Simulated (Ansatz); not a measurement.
Formation energies in the F–Tl system, lowest calculated structure of each composition. Computed with r2SCAN (plane waves to 500 eV, PAW, scalar-relativistic; Ansatz, an electronic-structure program). Element references, the lowest calculated here: F (R-3m, a generated molecular cell), Tl (P6₃/mmc); gases are represented by their molecular solids.

| phase | x(Tl) | space group | E_f (eV/atom) |
|---|---|---|---|
| F | 0.000 | R-3m | 0.00 |
| TlF3 | 0.250 | Pnma | -1.97 |
| TlF | 0.500 | Pbcm | -1.86 |
| Tl | 1.000 | P6₃/mmc | 0.00 |

Construct the convex hull: which compounds lie on it, and how far above it are the others?

On the hull: TlF, TlF3. 

Work out the energy of TlF3 against the hull of the other phases.

At x(Tl) = 0.250 the tie line joins F and TlF; the lever rule gives atom fractions 0.50 and 0.50. The mixture has E_f = 0.50 × (0.00) + 0.50 × (-1.86) = -0.93 eV/atom, and TlF3 has -1.97. So TlF3 → TlF + 2 F costs 1.04 eV/atom: TlF3 is stable against it.

This is the hull of the energies calculated here, no anion corrections; phases that were not calculated are missing from it. Values are rounded to 0.01 eV/atom. Spin-orbit coupling is missing from these energies, which matters for elements this heavy. The compounds carry no spin polarisation.
